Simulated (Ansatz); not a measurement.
A geometry of CeO2 away from equilibrium: step 2 of the relaxation of a relaxed CeO2 cell, doubled along one cell vector, shaken by Gaussian noise of σ = 0.08 Å a coordinate. Computed with PBE (plane waves to 420 eV, PAW, scalar-relativistic; Ansatz, a program for electronic structure). Γ-centred k-mesh 6×3×6 on the run's cell (coarser than for final values), Fermi–Dirac smearing 0.05 eV.

```xyz
6
Lattice="0.0215 2.6998 2.7184 5.4768 -0.0223 5.5020 2.7453 2.7394 -0.0181" Properties=species:S:1:pos:R:3 pbc="T T T"
Ce     0.0020     0.0381     0.0952
Ce     2.7216     0.0180     2.7002
O      1.3401     1.3377     1.3691
O      4.0463     1.3679     4.1627
O      4.1034     4.0272     4.1348
O      6.7631     4.1045     6.8508
```

Predict the force on each atom, in eV/Å.


```json
[
 {"atom": "Ce1", "Fx": "-0.99", "Fy": "0.35", "Fz": "-1.03"},
 {"atom": "Ce2", "Fx": "0.36", "Fy": "-0.78", "Fz": "1.15"},
 {"atom": "O3", "Fx": "0.01", "Fy": "0.33", "Fz": "0.19"},
 {"atom": "O4", "Fx": "0.21", "Fy": "-0.13", "Fz": "-0.23"},
 {"atom": "O5", "Fx": "-0.27", "Fy": "0.71", "Fz": "-0.47"},
 {"atom": "O6", "Fx": "0.68", "Fy": "-0.48", "Fz": "0.38"}
]
```

What is the pressure?

+0.8 GPa, compression positive.

How much energy per atom can still be gained by relaxing?

0.03 eV/atom; the path ends in Fm-3m (No. 225) (fluorite type).

No spin polarisation in the result. The d or f electrons are treated with no Hubbard U. The f-shell occupation is the one the SCF fell into and was not checked against other states.
